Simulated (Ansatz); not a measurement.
AlO2:
```cif
data_Al4O8
_chemical_formula_sum 'Al4 O8'
_space_group_name_H-M_alt 'Pnma'
_space_group_IT_number 62
_space_group_name_Hall '-P 2ac 2n'
_cell_length_a 9.25841
_cell_length_b 2.88303
_cell_length_c 4.79089
_cell_angle_alpha 90.000
_cell_angle_beta 90.000
_cell_angle_gamma 90.000
loop_
_atom_site_label
_atom_site_type_symbol
_atom_site_symmetry_multiplicity
_atom_site_Wyckoff_symbol
_atom_site_fract_x
_atom_site_fract_y
_atom_site_fract_z
_atom_site_occupancy
Al1 Al 4 c 0.16166 0.25000 0.95439 1
O1 O 4 c 0.03472 0.75000 0.15317 1
O2 O 4 c 0.27303 0.25000 0.26226 1
```
The run is spin-polarised.

Relaxed at zero pressure with plane-wave PAW PBEsol (Ansatz code).

Problem. The volume is raised by 6 % and shape and atoms relax at that volume. What pressure results, and how do the axes share the change?

Solution. -6.5 GPa; a 1.3 %, b 1.5 %, c 3.2 %; the energy rises by 13 meV/atom.

Problem. Give the new structure.

Solution. 
Space group Pnma (No. 62); a = 9.376 Å, b = 2.925 Å, c = 4.943 Å, α = β = γ = 90.00°

```
atom  site  symmetry       x       y       z
----  ----  --------  ------  ------  ------
Al      4c       .m.  0.1648  0.2500  0.9683
O       4c       .m.  0.0295  0.7500  0.1478
O       4c       .m.  0.2670  0.2500  0.2836
```

The phase is kept; no other phase was compared at this pressure.

The first step of the workflow began from a Materials Project structure, measured or hypothetical; the Crystallography Open Database copy checked does not list it. Its standing as an ambient phase is unchecked. The cell was relaxed with PBEsol under the symmetry of its start; whether a distortion lowers the energy is not shown. Spin order of the final state: ferromagnetic, chosen from 4 collinear starts compared on coarse meshes (ties went to the first, and starts can fall back to one state), not a proven ground state. No Hubbard U is applied.

Potentials: the later of the program's two PAW sets.
